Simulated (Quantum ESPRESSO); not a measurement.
**Convergence test: NaCl**

```
CELL_PARAMETERS angstrom
      0.00000     2.79406     2.79406
      2.79406     0.00000     2.79406
      2.79406     2.79406     0.00000
ATOMIC_POSITIONS crystal
  Na 0.00000 0.00000 0.00000
  Cl 0.50000 0.50000 0.50000
```
The geometry is a computed Materials Project entry, not a measured one. It is NaCl in Fm-3m. Stability against distortions was not tested.

Method: GIPAW with PBE in a modified build of Quantum ESPRESSO, on JTH PAW datasets; kept fixed: cutoff 30 Ha. Costs are rough, from a shared machine. These are absolute shieldings with no macroscopic susceptibility term; δ = σ_ref − σ needs a reference computed alike. No d partial waves on Na, Cl: the paramagnetic term there is incompletely reconstructed.

```json
[
 {"k-mesh": "2×2×2 shifted", "σ_iso Na (ppm)": "538.9", "σ_iso Cl (ppm)": "985.7", "f-sum rule missed by (%)": "0.11", "irreducible k-points": "2", "rough cost ratio": "about 1"},
 {"k-mesh": "2×2×2 through Γ", "σ_iso Na (ppm)": "451.8", "σ_iso Cl (ppm)": "462.4", "f-sum rule missed by (%)": "7.4", "irreducible k-points": "3", "rough cost ratio": "about 1"},
 {"k-mesh": "3×3×3 through Γ", "σ_iso Na (ppm)": "527.3", "σ_iso Cl (ppm)": "882.8", "f-sum rule missed by (%)": "1.1", "irreducible k-points": "4", "rough cost ratio": "2"},
 {"k-mesh": "3×3×3 shifted", "σ_iso Na (ppm)": "538.3", "σ_iso Cl (ppm)": "967.0", "f-sum rule missed by (%)": "0.00", "irreducible k-points": "6", "rough cost ratio": "2"},
 {"k-mesh": "4×4×4 through Γ", "σ_iso Na (ppm)": "536.2", "σ_iso Cl (ppm)": "947.0", "f-sum rule missed by (%)": "0.19", "irreducible k-points": "8", "rough cost ratio": "4"},
 {"k-mesh": "5×5×5 through Γ", "σ_iso Na (ppm)": "537.9", "σ_iso Cl (ppm)": "960.3", "f-sum rule missed by (%)": "0.03", "irreducible k-points": "10", "rough cost ratio": "4"},
 {"k-mesh": "4×4×4 shifted", "σ_iso Na (ppm)": "538.3", "σ_iso Cl (ppm)": "964.3", "f-sum rule missed by (%)": "0.00", "irreducible k-points": "10", "rough cost ratio": "3"},
 {"k-mesh": "6×6×6 through Γ", "σ_iso Na (ppm)": "538.2", "σ_iso Cl (ppm)": "963.2", "f-sum rule missed by (%)": "0.00", "irreducible k-points": "16", "rough cost ratio": "8"},
 {"k-mesh": "5×5×5 shifted", "σ_iso Na (ppm)": "538.2", "σ_iso Cl (ppm)": "964.0", "f-sum rule missed by (%)": "0.00", "irreducible k-points": "19", "rough cost ratio": "6"},
 {"k-mesh": "6×6×6 shifted", "σ_iso Na (ppm)": "538.2", "σ_iso Cl (ppm)": "964.0", "f-sum rule missed by (%)": "0.00", "irreducible k-points": "28", "rough cost ratio": "10"},
 {"k-mesh": "9×9×9 through Γ", "σ_iso Na (ppm)": "538.2", "σ_iso Cl (ppm)": "964.0", "f-sum rule missed by (%)": "0.00", "irreducible k-points": "35", "rough cost ratio": "10"},
 {"k-mesh": "7×7×7 shifted", "σ_iso Na (ppm)": "538.2", "σ_iso Cl (ppm)": "964.0", "f-sum rule missed by (%)": "0.00", "irreducible k-points": "44", "rough cost ratio": "20"},
 {"k-mesh": "11×11×11 through Γ", "σ_iso Na (ppm)": "538.2", "σ_iso Cl (ppm)": "964.0", "f-sum rule missed by (%)": "0.00", "irreducible k-points": "56", "rough cost ratio": "20"},
 {"k-mesh": "9×9×9 shifted", "σ_iso Na (ppm)": "538.2", "σ_iso Cl (ppm)": "964.0", "f-sum rule missed by (%)": "0.00", "irreducible k-points": "85", "rough cost ratio": "30"}
]
```

Largest spread: σ_iso Cl (ppm) moves over 523.3 across the rows.
